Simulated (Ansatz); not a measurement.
## ScSi: computed property card

ScSi:
Space group Pm-3m (No. 221); a = 3.3200 Å, b = 3.3200 Å, c = 3.3200 Å, α = 90.00°, β = 90.00°, γ = 90.00°

```
atom  site  symmetry       x       y       z
----  ----  --------  ------  ------  ------
Sc      1a      m-3m  0.0000  0.0000  0.0000
Si      1b      m-3m  0.5000  0.5000  0.5000
```

Space group Pm-3m (No. 221), CsCl type; conventional cell a = 3.3200 Å, b = 3.3200 Å, c = 3.3200 Å, α = 90.00°, β = 90.00°, γ = 90.00°.

Method: the program Ansatz at the r²SCAN level (PAW). Geometry: relaxed at this level of theory. Other levels are named where they apply.

**Cell and energy**

```json
{
  "volume_per_atom": "18.30 Å³",
  "density": "3.31 g/cm³",
  "Formation energy from the elements (no fitted shifts)": "-0.39 eV/atom"
}
```

**Electronic structure**

```json
{
  "electronic_character": "metallic (no gap)",
  "Density of states at the Fermi level": "1.2 states/eV per atom (mean over ±0.08 eV)"
}
```

**Mechanics**

```json
{
 "Bulk modulus (Birch–Murnaghan fit)": "87.9 GPa",
 "Pressure derivative B′": "3.8",
 "Elastic constants (relaxed ions, GPa)": "C11 = -7.1, C12 = 135, C44 = -72.0",
 "mechanical_stability": "unstable (C has a negative eigenvalue)"
}
```

**Charges**

```json
{
  "bader_charges": "Sc +1.44, Si -1.44 e"
}
```

A made-up cell: these elements were put on the sites of a structure type; neither database checked (COD, Materials Project) lists it. Whether it is the stable phase at ambient conditions was not checked. Symmetry was held in the r²SCAN relaxation. The run is not spin-polarised. As this level gives no gap, shear constants depend on the k-mesh and smearing (Fermi–Dirac, 0.1 eV here). The references are the lowest solids computed at this level, not always the standard phases.

Potentials: the later of the program's two PAW sets.
